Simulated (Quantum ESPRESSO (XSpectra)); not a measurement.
**Ge K-edge X-ray absorption spectrum (XANES) of HfGe2 (Cmcm)**

```
CELL_PARAMETERS angstrom
      1.89305    -7.48784     0.00000
      1.89305     7.48784     0.00000
      0.00000     0.00000     3.75280
ATOMIC_POSITIONS crystal
  Hf 0.10613 0.89387 0.75000
  Hf 0.89387 0.10613 0.25000
  Ge 0.44042 0.55958 0.75000
  Ge 0.55958 0.44042 0.25000
  Ge 0.25015 0.74985 0.25000
  Ge 0.74985 0.25015 0.75000
```

Geometry: Materials Project entry mp-13683 (a computed structure). The cell is the entry's, not relaxed again.

Absorber: atom 3, Ge on Wyckoff site c (site symmetry m2m), with 2 Ge at 2.59 Å, 4 Hf at 2.76 Å, 2 Hf at 3.12 Å.

Model: LDA, full core hole, dipole K-edge X-ray absorption, plane waves, Troullier-Martins potentials made with ld1.x and PseudoDojo potentials for the other elements (Perdew-Zunger form enforced), scalar-relativistic, no spin, constant broadening; program: Quantum ESPRESSO (XSpectra).

24-atom cell (absorber images 7.5 Å apart), 46 Ry, k meshes 4×4×4 (SCF) and 3×3×3 (spectrum), Lorentzian half width 1.5 eV. The ground-state test found no gap over 0.25 eV with this functional, so the cell is neutral with smeared occupations; energies count from the Fermi level. Field directions run: x; y; z, weighted by the site's symmetry in the crystal. Intensities are scaled to a mean of 1 over 0–35 eV.

(E (eV), intensity (scaled)): (-5.0, 0.12); (-4.5, 0.13); (-4.0, 0.15); (-3.5, 0.17); (-3.0, 0.20); (-2.5, 0.23); (-2.0, 0.28); (-1.5, 0.35); (-1.0, 0.44); (-0.5, 0.57); (0.0, 0.72); (0.5, 0.88); (1.0, 1.00); (1.5, 1.08); (2.0, 1.15); (2.5, 1.21); (3.0, 1.26); (3.5, 1.31); (4.0, 1.36); (4.5, 1.39); (5.0, 1.40); (5.5, 1.40); (6.0, 1.38); (6.5, 1.36); (7.0, 1.34); (7.5, 1.31); (8.0, 1.27); (8.5, 1.22); (9.0, 1.18); (9.5, 1.16); (10.0, 1.14); (10.5, 1.13); (11.0, 1.13); (11.5, 1.13); (12.0, 1.12); (12.5, 1.10); (13.0, 1.08); (13.5, 1.07); (14.0, 1.05); (14.5, 1.02); (15.0, 0.98); (15.5, 0.95); (16.0, 0.92); (16.5, 0.90); (17.0, 0.87); (17.5, 0.86); (18.0, 0.84); (18.5, 0.84); (19.0, 0.84); (19.5, 0.85); (20.0, 0.84); (20.5, 0.84); (21.0, 0.83); (21.5, 0.82); (22.0, 0.82); (22.5, 0.82); (23.0, 0.81); (23.5, 0.82); (24.0, 0.82); (24.5, 0.84); (25.0, 0.87); (25.5, 0.89); (26.0, 0.90); (26.5, 0.92); (27.0, 0.92); (27.5, 0.93); (28.0, 0.93); (28.5, 0.92); (29.0, 0.90); (29.5, 0.89); (30.0, 0.87); (30.5, 0.86); (31.0, 0.86); (31.5, 0.85); (32.0, 0.84); (32.5, 0.83); (33.0, 0.82); (33.5, 0.81); (34.0, 0.81); (34.5, 0.81)

The absolute edge energy is not computed.
